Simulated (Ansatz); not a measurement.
The start is a generated cell, Hf placed in the beta-Sn structure type. Cell shape, volume and atoms are optimised at zero target pressure with PBE (plane waves to 420 eV, PAW, scalar-relativistic; Ansatz, an electronic-structure program). First-step values are on the input's coarse k-mesh.

Ansatz input (later rounds restart from its end on a renewed k-mesh):
Ansatz 0.2 input:
```yaml
crystal:
  lattice:
    - [-2.784908, 2.784908, 1.519479]
    - [2.784908, -2.784908, 1.519479]
    - [2.784908, 2.784908, -1.519479]
  atoms:
    - { symbol: Hf, position: [0.75, 0.25, 0.5] }
    - { symbol: Hf, position: [0, 0, 0] }
basis: { ecutwfc: 420, ecutrho_ratio: 4, xc_grid: 2, fft_grid_basis: typed }
kpoints: { mp_grid: { grid: [12, 12, 12] } }
hamiltonian:
  xc: pbe
  dispersion: none
  pseudopotentials: { azcp: { folder: ./paw }, kind: paw }
scf: { occupations: { method: fermi_dirac, width: 0.05 } }
relax: { f_tol: 0.01, max_steps: 100, cell: { stress_tol: 0.02 } }
output: { forces: true, stress: true }
```

| Quantity | Value |
|---|---|
| Outcome | The space group stays I4₁/amd (No. 141) (the run could not lower it); the end is AFLOW prototype A_tI4_141_a (A5, as in Sn), with 2 atoms in the primitive cell |
| Volume change | -1.0 %, from 23.57 to 23.33 Å³/atom |
| Optimiser moves | 5 |

The end point of the relaxation:

```cif
data_Hf4
_chemical_formula_sum 'Hf4'
_space_group_name_H-M_alt 'I41/amd :1'
_space_group_IT_number 141
_space_group_name_Hall 'I 4bw 2bw -1bw'
_cell_length_a 5.56865
_cell_length_b 5.56865
_cell_length_c 3.00912
_cell_angle_alpha 90.000
_cell_angle_beta 90.000
_cell_angle_gamma 90.000
loop_
_atom_site_label
_atom_site_type_symbol
_atom_site_symmetry_multiplicity
_atom_site_Wyckoff_symbol
_atom_site_fract_x
_atom_site_fract_y
_atom_site_fract_z
_atom_site_occupancy
Hf1 Hf 4 a 0.00000 0.00000 0.00000 1
```
(The calculation used a cell of 2 atoms; values per cell refer to that cell.)

Final values are on a 17×17×17 k-mesh of the relaxed cell. No spin polarisation in the result.

The run could not lose the symmetry of its start, so the end can be a saddle point.

All atoms sit on sites fixed by symmetry, so only the cell could relax.

The relaxed structure here is a generated cell of Hf: the first start was made by placing the elements on the sites of a structure type, and the end was not matched to a known phase here, so it may be hypothetical. Known forms of Hf include space group No. 194.
